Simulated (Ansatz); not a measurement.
CaZrN2 in space group R-3m (No. 166; Ca on 3a, Zr on 3b, N on 6c), DFT-PBEsol in the program Ansatz with PAW potentials. The conduction-band minimum lies at F, with 3 equivalent valleys. Second derivatives d²E/dk² of the lowest band at one valley (eV·Å²), along Cartesian directions:

```
direction  d²E/dk²
---------  -------
[100]        24.99
[010]        39.85
[001]        30.58
[110]        19.53
[101]        12.57
[011]        26.46
```

### Question
Find the principal effective masses, the density-of-states mass and the conductivity mass.

### Answer
Off-diagonal terms follow from H_xy = H[110] − (H_xx + H_yy)/2, and m*/mₑ = 7.620 eV·Å² over each eigenvalue: 0.16, 0.18, 1.4. One valley's DOS mass (m₁m₂m₃)^(1/3) = 0.34, conductivity mass 3/(Σ 1/mᵢ) = 0.24 mₑ.

### Question
What effective density of states Nc follows at 300 K for parabolic valleys?

### Answer
Nc = 2.509e19 × 3 × (0.34)^(3/2) ≈ 1.5e19 cm⁻³.

### Question
With the computed static dielectric constant 77.3 (mean of the diagonal), estimate a hydrogenic donor's binding energy and radius.

### Answer
E = 13.606 eV × 0.24/77.3² ≈ 0.55 meV; a = 0.529 Å × ε/m* ≈ 170 Å. Semilocal masses tend to be too small where the gap is.

The first step of the workflow began from a Materials Project structure, measured or hypothetical; the Crystallography Open Database copy checked does not list it. Its standing as an ambient phase is unchecked. The PBEsol relaxation kept the symmetry of its start; of distortions, only those at the zone centre were tested. No spin polarisation was allowed. Scalar-relativistic: spin–orbit coupling is off unless named, which matters more the heavier the elements.

Potentials: the later of the program's two PAW sets.
